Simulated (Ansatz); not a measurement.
The relaxed structure here is a generated cell of CuI: the first start was made by placing the elements on the sites of a structure type, and the end was not matched to a known phase here, so it may be hypothetical. Known forms of CuI include space group No. 216.

One stationary structure of CuI. Space group C2 (No. 5). Calculation: PBE (plane waves to 420 eV, PAW, scalar-relativistic; Ansatz, an electronic-structure program).

```cif
data_Cu8I8
_chemical_formula_sum 'Cu8 I8'
_space_group_name_H-M_alt 'C2'
_space_group_IT_number 5
_space_group_name_Hall 'C 2y'
_cell_length_a 11.47613
_cell_length_b 7.46761
_cell_length_c 7.49143
_cell_angle_alpha 90.000
_cell_angle_beta 121.472
_cell_angle_gamma 90.000
loop_
_atom_site_label
_atom_site_type_symbol
_atom_site_symmetry_multiplicity
_atom_site_Wyckoff_symbol
_atom_site_fract_x
_atom_site_fract_y
_atom_site_fract_z
_atom_site_occupancy
Cu1 Cu 4 c 0.39416 0.40693 0.32601 1
Cu2 Cu 4 c 0.39283 0.27045 0.01736 1
I1 I 4 c 0.12582 0.90514 0.34020 1
I2 I 4 c 0.33372 0.93373 0.01669 1
```
(The calculation used a cell of 8 atoms; values per cell refer to that cell.)

For CuI, the volume per atom is 34.22 Å³ and the band gap is 1.39 eV, direct at Γ (no spin-orbit coupling). The shortest distances is Cu–Cu 2.47 Å; Cu–I 2.54 Å. The k-mesh is 6×6×5.

Band energies at high-symmetry points (eV from the VBM; labels of this space group; no spin-orbit coupling), from −5 eV up to 6.4 eV:

```tsv
point	energies
Γ	-4.83 -4.47 -4.31 -3.95 -3.89 -3.47 -3.12 -3.03 -2.92 -2.86 -2.64 -2.42 -2.29 -2.18 -2.06 -1.94 -1.72 -1.67 -1.63 -1.61 -1.61 -1.51 -1.48 -1.46 -1.30 -1.15 -0.92 -0.91 -0.58 -0.18 0.00 1.39 2.59 3.40 3.86 4.79 5.12 5.23 5.53 5.89 6.04 6.05
C	-4.48 -4.20 -3.69 -3.68 -3.56 -3.16 -3.08 -2.98 -2.71 -2.64 -2.31 -2.31 -2.15 -2.07 -1.83 -1.72 -1.70 -1.69 -1.59 -1.45 -1.43 -1.39 -1.33 -1.16 -1.00 -1.00 -0.87 -0.54 -0.33 -0.13 2.17 2.86 2.99 3.91 4.21 4.49 4.76 5.28 5.41 5.78 6.30 6.33
C2	-4.48 -4.20 -3.69 -3.68 -3.56 -3.16 -3.08 -2.98 -2.71 -2.64 -2.31 -2.31 -2.15 -2.07 -1.83 -1.72 -1.70 -1.69 -1.59 -1.45 -1.43 -1.39 -1.33 -1.16 -1.00 -1.00 -0.87 -0.54 -0.33 -0.13 2.17 2.86 2.99 3.91 4.21 4.49 4.76 5.28 5.41 5.78 6.30 6.33
Y2	-4.43 -4.18 -3.69 -3.66 -3.61 -3.13 -3.05 -3.01 -2.71 -2.65 -2.31 -2.30 -2.16 -2.07 -1.84 -1.72 -1.70 -1.68 -1.59 -1.45 -1.41 -1.37 -1.32 -1.15 -0.99 -0.94 -0.89 -0.52 -0.37 -0.12 2.25 2.81 2.90 4.08 4.27 4.33 4.68 5.05 5.58 5.64
M2	-4.24 -4.06 -3.83 -3.64 -3.62 -3.04 -2.97 -2.96 -2.93 -2.39 -2.27 -2.26 -2.05 -2.05 -1.93 -1.77 -1.70 -1.63 -1.62 -1.55 -1.40 -1.34 -1.30 -1.14 -1.14 -0.97 -0.87 -0.64 -0.51 -0.29 2.41 2.83 2.88 3.65 4.12 4.46 4.86 5.65 5.76 5.92 6.19
D	-4.18 -4.02 -4.01 -3.65 -3.38 -3.31 -3.04 -2.78 -2.78 -2.49 -2.29 -2.29 -2.04 -2.03 -1.88 -1.74 -1.71 -1.64 -1.62 -1.55 -1.39 -1.34 -1.25 -1.24 -1.10 -0.99 -0.82 -0.80 -0.63 -0.53 2.46 2.48 2.98 3.56 4.15 4.61 5.12 5.46 5.70 5.84
D2	-4.18 -4.02 -4.01 -3.65 -3.38 -3.31 -3.04 -2.78 -2.78 -2.49 -2.29 -2.29 -2.04 -2.03 -1.88 -1.74 -1.71 -1.64 -1.62 -1.55 -1.39 -1.34 -1.25 -1.24 -1.10 -0.99 -0.82 -0.80 -0.63 -0.53 2.46 2.48 2.98 3.56 4.15 4.61 5.12 5.46 5.70 5.84
A	-4.15 -4.11 -4.03 -3.83 -3.46 -3.30 -2.83 -2.79 -2.63 -2.57 -2.37 -2.33 -2.07 -1.98 -1.93 -1.89 -1.73 -1.70 -1.62 -1.55 -1.45 -1.30 -1.29 -1.24 -1.19 -1.04 -0.99 -0.64 -0.63 -0.54 2.36 2.75 2.89 3.82 4.06 4.19 5.09 5.20 5.69 6.10
```

No spin polarisation in the result. Spin-orbit coupling is missing; with elements this heavy it can move band edges by tenths of an eV or more.

The run could not lose the symmetry of its start, so the end can be a saddle point.

It was reached from a disturbed copy of a I2₁3 (No. 199) cell (AFLOW prototype AB_cI16_199_a_a (B_a)), against which it lies -0.500 eV/atom.
